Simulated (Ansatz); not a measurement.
## SnSe: from a starting cell to a relaxed one

The start is a generated cell, SnSe built in the AFLOW prototype AB_cI16_199_a_a (B_a). The structure is fully relaxed (lattice and positions, P = 0) with PBE (plane waves to 420 eV, PAW, scalar-relativistic; Ansatz, an electronic-structure program). First-step values are on the input's coarse k-mesh.

Ansatz input (later rounds restart from its end on a renewed k-mesh):
Ansatz 0.2 input:
```yaml
crystal:
  lattice:
    - [-4.0078213, 4.0078213, 4.0078213]
    - [4.0078213, -4.0078213, 4.0078213]
    - [4.0078213, 4.0078213, -4.0078213]
  atoms:
    - { symbol: Se, position: [0.912, 0.912, 0.912] }
    - { symbol: Se, position: [0.5, 0, 0.588] }
    - { symbol: Se, position: [0, 0.588, 0.5] }
    - { symbol: Se, position: [0.588, 0.5, 0] }
    - { symbol: Sn, position: [0.4306, 0.4306, 0.4306] }
    - { symbol: Sn, position: [0.5, 0, 0.0694] }
    - { symbol: Sn, position: [0, 0.0694, 0.5] }
    - { symbol: Sn, position: [0.0694, 0.5, 0] }
basis: { ecutwfc: 420, ecutrho_ratio: 4, xc_grid: 2, fft_grid_basis: typed }
kpoints: { mp_grid: { grid: [4, 4, 4] } }
hamiltonian:
  xc: pbe
  dispersion: none
  pseudopotentials: { azcp: { folder: ./paw }, kind: paw }
scf: { occupations: { method: fermi_dirac, width: 0.05 } }
relax: { f_tol: 0.01, max_steps: 100, cell: { stress_tol: 0.02 } }
output: { forces: true, stress: true }
```

Q: How large is the pressure on the unrelaxed cell, and of which sign?

A: -7 GPa (negative: the cell is under tension).

Q: How much energy is released per atom?

A: 0.41 eV/atom.

Q: How does the volume change?

A: -17.3 %, from 32.19 to 26.63 Å³/atom.

Q: How do the shortest distances between atoms change?

A: The closest pairs of elements (up to four, under 3.6 Å), start → end: Se–Sn 3.34 → 2.84 Å; Se–Se 3.38 → 3.49 Å; Sn–Sn 3.50 → 3.57 Å.

Q: Is the relaxed structure metallic? Give its gap.

A: Zero (the bands touch at this level, without spin-orbit coupling).

Q: Give the final cell and atomic positions.

A: 
Space group I2₁3 (No. 199); a = b = c = 7.525 Å, α = β = γ = 90.00°

```
atom  site  symmetry       x       y       z
----  ----  --------  ------  ------  ------
Se      8a       .3.  0.4809  0.4809  0.4809
Sn      8a       .3.  0.2632  0.2632  0.2632
```
(The calculation used a cell of 8 atoms; values per cell refer to that cell.)

The space group stays I2₁3 (No. 199) (the run could not lower it); the end is AFLOW prototype AB_cI16_199_a_a (B_a), with 8 atoms in the primitive cell. Final values are on a 9×9×9 k-mesh of the relaxed cell. No spin polarisation in the result.

The run could not lose the symmetry of its start: the end is stationary, and may be a saddle point rather than a minimum.

The relaxed structure here is a generated cell of SnSe: the first start was made by placing the elements on the sites of a structure type, and the end was not matched to a known phase here, so it may be hypothetical. Known forms of SnSe include space group No. 62.
